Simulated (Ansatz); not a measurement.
**Bands of LaH3**

```xyz
4
Lattice="0.0000 2.7865 2.7865 2.7865 0.0000 2.7865 2.7865 2.7865 0.0000" Properties=species:S:1:pos:R:3 pbc="T T T"
La    0.0000    0.0000    0.0000
H     2.7865    2.7865    2.7865
H     4.1797    4.1797    4.1797
H     1.3932    1.3932    1.3932
```

Atom numbers follow the list: La1, H2, H3, H4.

The cell is the one relaxed in the Materials Project (mp-1018144), not relaxed further here; entries there can be hypothetical.

No spin–orbit coupling, which matters for the heavy atoms here.

These are results of DFT, PBEsol, all-electron LAPW, scalar-relativistic (Ansatz 0.2.0), not measurements.

Settings: a Γ-centred 13×13×13 k mesh, Fermi–Dirac smearing of 0.08 eV, basis error target 1 meV/atom, no spin polarisation.

Points in fractions of the reciprocal vectors of this cell: Γ (0, 0, 0), X (0.5, 0, 0.5), U (0.625, 0.25, 0.625), K (0.375, 0.375, 0.75), L (0.5, 0.5, 0.5), W (0.5, 0.25, 0.75). The path joins them by straight lines in the order Γ–X–U–K–Γ–L–W–X; legs that retrace an earlier one aren't tabulated. Energies are in eV from the Fermi level.

Q: List the levels at U between -5 and 0 eV.

A: -4.81, -3.71.

Q: List the levels at Γ between -5 and 0 eV.

A: -2.93.

Q: List the levels at W between -5 and 0 eV.

A: -4.75, -4.37 (×2).

Q: What is the band gap?

A: None at this level of theory (metallic, semimetallic, or a small gap that the functional closes).
